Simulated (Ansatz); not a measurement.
Ansatz input

```yaml
crystal:
  lattice:
    - [-2.2053637216, 2.2053637216, 2.2053637216]
    - [2.2053637216, -2.2053637216, 2.2053637216]
    - [2.2053637216, 2.2053637216, -2.2053637216]
  atoms:
    - { symbol: La, position: [0.0, 0.0, 0.0], spin: 0.344 }
hamiltonian:
  xc: mr2scan
  pseudopotentials:
    kind: paw
    azcp:
      La: "pseudopotentials/La.paw.azcp"
basis:
  ecutwfc: 500
  fft_grid_basis: typed
kpoints:
  mp_grid: { grid: [17, 17, 17], shift: [0, 0, 0] }
magnetization:
  spin_polarized: true
scf:
  occupations: { method: fermi_dirac, width: 0.05 }
output:
  stress: true
```

and its output:

```
Engine: ansatz 0.2.0, aarch64-unknown-linux-gnu
Pseudopotentials: kind: paw
Pseudopotential: La, paw, valence charge 11, recommended cutoff 500 eV (meta_gga) 
Functional definition: m-r2SCAN
  exchange = m_r2scan_x
  correlation = m_r2scan_c
Crystal: 1 atoms, lattice volume = 42.904 Å³
Basis set: ecut = 500 eV, 1061 PW (Γ), exchange–correlation on 120×120×120 points (64 copies of the dense FFT grid, shifted against one another)
Bands: 10, of which v1, the nominal top of the filled ones, is band 6 counted from 1 (5 counted from 0)
Symmetry: 48 space group operations
Space group: Im-3m (ITA 229), of the structure as read, at distance tolerance 3.5e-5 Å
Magnetic group: BNS 229.140 (UNI 1642), of the structure as read, at distance tolerance 3.5e-5 Å
k-points: 165 of 4913
Non-local potential: La, projectors of the file, l = 0: 3, l = 1: 2, l = 2: 2, l = 3: 3
PAW form: soft (Blöchl's): semilocal exchange-correlation on the pseudo side does not see the compensation charge
PAW frozen core: La, regenerated for the run's functional (the file was generated under x = pbe(κ = 0.804, μ = 0.2195149727645171), c = pbe(β = 0.06672455060314922))
PAW one-centre angular grid: La, 974 points (default); XC on 160 Gauss nodes
Initial density: superposition of atomic densities (chi_scale 0.1, normalization cell)
Starting moments: Σ|m| = 0.344 μB on 1 of 1 site
Initial wavefunctions: pseudopotential atomic-orbital guess
Functional: x = mr2scan, c = mr2scan; τ floored in thin density (d = 2e-4 eV/Å³)
iter 1 solved again at ethr=2.51e-3 eV; its pass at ethr=3.10e-3 eV (dr2=2.76e-1 eV) is discarded
SCF iter   1: F=—  HF=-6264.506959 eV  |F-HF|=—  |Δ(HF+E_count)|=         —  Δρ=1.79e-2 (↑1.79e-2 ↓6.10e-3)  dr2=2.92e-1  dr2_τ=5.74e-4  dr2_m=1.70e-2  M=0.266 μB ∫|m|=0.266 μB  β_m=1.00  ethr=2.51e-3  ⟨swp⟩=1.2  Hψ=22423  notcnv=0
Mixer restart at iter 1: flushing history
spin=Collinear: Kerker preconditioning applied to the charge; magnetization (m = ρ↑ − ρ↓) channel mixes plain (no charge-response kernel on spin).
SCF iter   2: F=—  HF=-6264.533428 eV  |F-HF|=—  |Δ(HF+E_count)|=         —  Δρ=8.72e-3 (↑8.72e-3 ↓8.26e-3)  dr2=1.49e-1  dr2_τ=8.40e-4  dr2_m=3.11e-4  M=0.335 μB ∫|m|=0.335 μB  β_m=1.00  ethr=2.51e-3  ⟨swp⟩=2.8  Hψ=5692  notcnv=0
Mixer restart at iter 2: flushing history
SCF iter   3: F=—  HF=-6264.535777 eV  |F-HF|=—  |Δ(HF+E_count)|=   2.35e-3  Δρ=6.41e-3 (↑6.10e-3 ↓6.41e-3)  dr2=8.20e-2  dr2_τ=4.63e-4  dr2_m=4.50e-4  M=0.423 μB ∫|m|=0.423 μB  β_m=1.00  ethr=1.35e-3  ⟨swp⟩=2.3  Hψ=4707  notcnv=0  κ⁻¹=1.0e0(r=1)
SCF iter   4: F=—  HF=-6264.540560 eV  |F-HF|=—  |Δ(HF+E_count)|=   4.78e-3  Δρ=1.39e-3 (↑1.39e-3 ↓8.92e-4)  dr2=1.79e-3  dr2_τ=8.62e-6  dr2_m=5.59e-5  M=0.647 μB ∫|m|=0.647 μB  β_m=1.00  ethr=7.46e-4  ⟨swp⟩=4.4  Hψ=8950  notcnv=0  defer=3  κ⁻¹=2.6e-3(r=2)
SCF iter   5: F=—  HF=-6264.540428 eV  |F-HF|=—  |Δ(HF+E_count)|=   1.32e-4  Δρ=7.66e-4 (↑7.66e-4 ↓7.52e-4)  dr2=1.14e-3  dr2_τ=2.99e-6  dr2_m=2.35e-6  M=0.626 μB ∫|m|=0.626 μB  β_m=1.00  ethr=1.62e-5  ⟨swp⟩=2.5  Hψ=7632  notcnv=0  defer=2  κ⁻¹=9.7e-4(r=3)
SCF iter   6: F=—  HF=-6264.540922 eV  |F-HF|=—  |Δ(HF+E_count)|=   4.95e-4  Δρ=3.97e-4 (↑2.56e-4 ↓3.97e-4)  dr2=1.73e-4  dr2_τ=1.27e-6  dr2_m=9.68e-6  M=0.601 μB ∫|m|=0.601 μB  β_m=1.00  ethr=1.04e-5  ⟨swp⟩=3.2  Hψ=6653  notcnv=0  defer=2  κ⁻¹=3.4e-4(r=4)
SCF iter   7: F=—  HF=-6264.541292 eV  |F-HF|=—  |Δ(HF+E_count)|=   3.70e-4  Δρ=1.54e-4 (↑1.54e-4 ↓1.50e-4)  dr2=1.22e-5  dr2_τ=6.51e-7  dr2_m=1.86e-6  M=0.581 μB ∫|m|=0.581 μB  β_m=1.00  ethr=1.57e-6  ⟨swp⟩=2.7  Hψ=6637  notcnv=0  defer=2  κ⁻¹=4.3e-5(r=5)
SCF iter   8: F=—  HF=-6264.541007 eV  |F-HF|=—  |Δ(HF+E_count)|=   2.85e-4  Δρ=8.53e-5 (↑7.45e-5 ↓8.53e-5)  dr2=4.65e-6  dr2_τ=1.67e-7  dr2_m=2.63e-7  M=0.578 μB ∫|m|=0.578 μB  β_m=1.00  ethr=1.11e-7  ⟨swp⟩=2.1  Hψ=6699  notcnv=0  defer=2  κ⁻¹=1.3e-5(r=6)
SCF iter   9: F=—  HF=-6264.540940 eV  |F-HF|=—  |Δ(HF+E_count)|=   6.73e-5  Δρ=5.77e-5 (↑5.77e-5 ↓5.43e-5)  dr2=9.88e-7  dr2_τ=3.26e-8  dr2_m=9.11e-7  M=0.581 μB ∫|m|=0.581 μB  β_m=1.00  ethr=4.23e-8  ⟨swp⟩=2.1  Hψ=6684  notcnv=0  defer=2  κ⁻¹=3.0e-6(r=7)
SCF iter  10: F=—  HF=-6264.540953 eV  |F-HF|=—  |Δ(HF+E_count)|=   1.32e-5  Δρ=2.37e-5 (↑2.37e-5 ↓2.19e-5)  dr2=2.22e-7  dr2_τ=5.12e-9  dr2_m=1.22e-7  M=0.587 μB ∫|m|=0.587 μB  β_m=1.00  ethr=8.98e-9  ⟨swp⟩=2.3  Hψ=5426  notcnv=0  defer=2  κ⁻¹=1.0e-6(r=8)
SCF iter  11: F=—  HF=-6264.540953 eV  |F-HF|=—  |Δ(HF+E_count)|=   7.59e-7  Δρ=1.04e-5 (↑9.55e-6 ↓1.04e-5)  dr2=3.56e-8  dr2_τ=2.51e-9  dr2_m=2.32e-8  M=0.589 μB ∫|m|=0.589 μB  β_m=1.00  ethr=2.02e-9  ⟨swp⟩=2.6  Hψ=5658  notcnv=0  defer=2  κ⁻¹=6.5e-8(r=8)
SCF iter  12: F=—  HF=-6264.540952 eV  |F-HF|=—  |Δ(HF+E_count)|=   8.60e-7  Δρ=5.10e-6 (↑5.10e-6 ↓4.91e-6)  dr2=1.13e-8  dr2_τ=7.03e-10  dr2_m=4.68e-9  M=0.588 μB ∫|m|=0.588 μB  β_m=1.00  ethr=3.24e-10  ⟨swp⟩=2.3  Hψ=5423  notcnv=0  defer=2  κ⁻¹=4.0e-6(r=8)
SCF iter  13: F=—  HF=-6264.540952 eV  |F-HF|=—  |Δ(HF+E_count)|=   1.13e-7  Δρ=1.22e-6 (↑1.22e-6 ↓1.18e-6)  dr2=6.97e-10  dr2_τ=4.91e-11  dr2_m=1.56e-11  M=0.587 μB ∫|m|=0.587 μB  β_m=1.00  ethr=1.02e-10  ⟨swp⟩=2.4  Hψ=5469  notcnv=0  defer=2  κ⁻¹=3.4e-7(r=8)
SCF iter  14: F=-6264.540952 eV  HF=-6264.540952 eV  |F-HF|=9.97e-9  |Δ(HF+E_count)|=   6.54e-9  Δρ=8.23e-7 (↑7.86e-7 ↓8.23e-7)  dr2=3.14e-10  dr2_τ=1.83e-11  dr2_m=1.49e-11  M=0.587 μB ∫|m|=0.587 μB  ethr=6.33e-12  ⟨swp⟩=1.2  Hψ=9982  notcnv=0
SCF 1 converged in 14 iterations: F = -6264.540952 eV  dr2 = 3.14e-10
this state was not tested for a lower state beside it, because the mixer in use, unlike msr1, does not test its closes by its own steps (another_mixer; see scf.mixing.algorithm and scf.lower_state_search)
SCF converged after 14 iterations
Magnetization: 0.5874 μB (5.7937 up, 5.2063 down)
Absolute magnetization: 0.5874 μB (∫|ρ↑−ρ↓|, with the PAW one-centre terms)
Spin contamination: 0.0008 ħ² per cell (⟨S²⟩ above its minimum at these occupations)
Per-site moments (μB) at R_I (Å): [(0.34457897245241575, 1.5756683311794086)]
Free energy (F): -6264.540952 eV
Harris-Foulkes:  -6264.540952 eV  (|F-HF|=9.97e-9)
Internal energy: -6264.526415 eV  (E = F + TS)
E sigma→0 (E₀):  -6264.533683 eV
Entropy (-TS):   -0.014536 eV (-14.536 meV/atom)
Fermi energy:    9.452077 eV
--- Per-component energies (eV) ---
  E_band       = -72.348599
  E_kinetic    = 190.227519
  E_local      = -379.415714  (includes V_loc(G=0)·N_el)
  E_nonlocal   = 92.854725
  E_hartree    = 118.133921
  E_xc         = -130.749608
  E_vxc        = -158.618471  (∫ρ·V_xc dr)
  E_paw        = -5436.847758  (= ΣΔE_a)
  E_vpaw       = -61.927366  (= ΣTr[D̂ρ^β])
  E_aug_tail   = 0.000000  (compensation charges beyond the density's cutoff)
  E_vtau       = 8.263117  (kinetic-family band-sum trace: ∫τ·v_τ [+ j·A + Jᵃ·Aᵃ] dr)
  E_ewald      = -718.798014
  E_core_change = 0.068512  (= ΣΔE_core)
  E_smearing   = -0.014536  (= −TS)
  E_closure    = 0.000000  (closes the sum)
  Σ components = -6264.540952   (vs F -6264.540952, Δ=0.00e0)
--- Stress (GPa, compression-positive) ---
       -2.507634      -0.000000      -0.000000
        0.000000      -2.507634      -0.000000
        0.000000       0.000000      -2.507634
  P = ⅓ Tr σ = -2.5076 GPa (-25.076 kbar)
```
